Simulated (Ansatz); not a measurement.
Problem. Os (hcp (Mg type), P6_3/mmc) is relaxed with r²SCAN in the plane-wave PAW code Ansatz. What lattice parameters of the conventional cell result?

Solution. a = 2.738 Å, c = 4.319 Å.

The r²SCAN relaxation kept the symmetry of its start. The run is not spin-polarised. Axis ratios of metals converge slowly with the k-mesh, so a and c are less sure than the volume. Spin–orbit coupling is left out wherever it is not named.

Potentials: the earlier of the program's two PAW sets.
